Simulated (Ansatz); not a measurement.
Data:

Si$_{2}$Mo:
```cif
data_Mo3Si6
_chemical_formula_sum 'Si6 Mo3'
_space_group_name_H-M_alt 'P 1'
_space_group_IT_number 1
_cell_length_a 4.58494
_cell_length_b 4.58494
_cell_length_c 6.57694
_cell_angle_alpha 90.000
_cell_angle_beta 90.000
_cell_angle_gamma 120.000
loop_
_space_group_symop_operation_xyz
  'x, y, z'
loop_
_atom_site_label
_atom_site_type_symbol
_atom_site_fract_x
_atom_site_fract_y
_atom_site_fract_z
_atom_site_occupancy
Si1 Si 0.16386 0.83614 0.83333 1
Si2 Si 0.32771 0.16386 0.16667 1
Si3 Si 0.16386 0.32771 0.50000 1
Si4 Si 0.83614 0.16386 0.83333 1
Si5 Si 0.67229 0.83614 0.16667 1
Si6 Si 0.83614 0.67229 0.50000 1
Mo1 Mo 0.50000 0.00000 0.50000 1
Mo2 Mo 0.50000 0.50000 0.83333 1
Mo3 Mo 0.00000 0.50000 0.16667 1
```

This is the r²SCAN-relaxed structure.

Q: All from r²SCAN (plane waves, PAW; program Ansatz), unless another level is named. Give the electronic dielectric constant ε∞ (DFPT).

A: 26.5 (xx = yy), 23.7 (zz).

Q: And the Born charges (a third of the trace)?

A: Si +3.98, Mo -7.96 e.

Q: Give the static dielectric constant ε0 (ions relaxed, cell fixed).

A: 54.9 (xx = yy), 46.8 (zz).

Space group P6_222. The first step of the workflow began from a Materials Project structure, measured or hypothetical; the Crystallography Open Database copy checked does not list it. It is not the phase usual at ambient conditions (space group No. 139). The cell was relaxed with r²SCAN under the symmetry of its start; phonons on a q-mesh show no instability. No spin polarisation was allowed. Scalar-relativistic: spin–orbit coupling is off unless named, which matters more the heavier the elements.

Potentials: the earlier of the program's two PAW sets.
